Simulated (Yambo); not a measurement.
G0W0@PBEsol for Rb₃CoF₆ (space group Fm-3m, No. 225) in Yambo. Reference settings: 2×2×2 Γ-centred k mesh, bands 5 to 333 and a 8 Ry block in the screening, 333 bands in G with the Bruneval-Gonze terminator, plasmon pole fitted at 27.2 eV. The PBEsol gap X → X on this mesh is 1.32 eV; G0W0 gaps are taken between the same points.

The settings were changed. The gap went from 4.97 eV to 5.06 eV, and the shift of the valence edge from -1.30 eV to -1.35 eV.

Task: Name the change that produced these shifts.
A) 3 Ry block
B) 129 bands in G, no terminator
C) 129 bands in W, 129 bands in G
D) 7 Ry block

Result: D, 7 Ry block. The others gave (gap, valence shift): 3 Ry block: 5.96, -1.83 eV; 129 bands in G, no terminator: 5.07, -0.84 eV; 129 bands in W, 129 bands in G: 5.00, -1.23 eV.

Geometry of the Materials Project entry, not relaxed at this level; primitive cell a = b = c = 6.269 Å, α = β = γ = 60.00°.

The structure is a Materials Project entry; no match was found in the copy of COD used, and its stability was not checked.

The runs are not spin-polarised; magnetic order was not tried.

A shift is the quasiparticle energy of the state minus its PBEsol energy.
